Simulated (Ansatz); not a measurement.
The start is a generated trial cell of Sr in the dhcp structure type. The cell and all atomic positions are relaxed at zero pressure with PBEsol (plane waves to 420 eV, PAW, scalar-relativistic; Ansatz, a quantum-chemistry and plane-wave program). The first steps use a coarse 9×9×3 k-mesh.

The start:
```yaml
crystal:
  lattice:
    - [4.32069, 0.00000, 0.00000]
    - [-2.16035, 3.74183, 0.00000]
    - [0.00000, 0.00000, 13.90186]
  atoms:
    - { symbol: Sr, position: [0.00000, 0.00000, 0.00000] }
    - { symbol: Sr, position: [0.00000, 0.00000, 0.50000] }
    - { symbol: Sr, position: [0.33333, 0.66667, 0.25000] }
    - { symbol: Sr, position: [0.66667, 0.33333, 0.75000] }
```

**Question.** How much energy is released per atom?

**Answer.** 0.01 eV/atom.

**Question.** What band gap does the relaxed structure have at this level?

**Answer.** Zero (metallic).

**Question.** What does it relax into? Give the structure.

**Answer.** 
Space group P6₃/mmc (No. 194); a = 4.1862 Å, b = 4.1862 Å, c = 13.7398 Å, α = 90.00°, β = 90.00°, γ = 120.00°

```
atom  site  symmetry       x       y       z
----  ----  --------  ------  ------  ------
Sr      2a      -3m.  0.0000  0.0000  0.0000
Sr      2c      -6m2  0.3333  0.6667  0.2500
```

The space group stays P6₃/mmc (No. 194) (the run could not lower it); the end is AFLOW prototype A_hP4_194_ac (A3', as in La), with 4 atoms in the primitive cell. Final values are on a 13×13×4 k-mesh of the relaxed cell. No spin polarisation in the result.

The run could not lose the symmetry of its start; a randomly shaken copy of 8 atoms returns to this structure.

All atoms sit on sites fixed by symmetry, so only the cell could relax.

The relaxed structure here is a generated cell of Sr: the first start was made by placing the elements on the sites of a structure type, and the end was not matched to a known phase here, so it may be hypothetical. Known forms of Sr include space group No. 225.
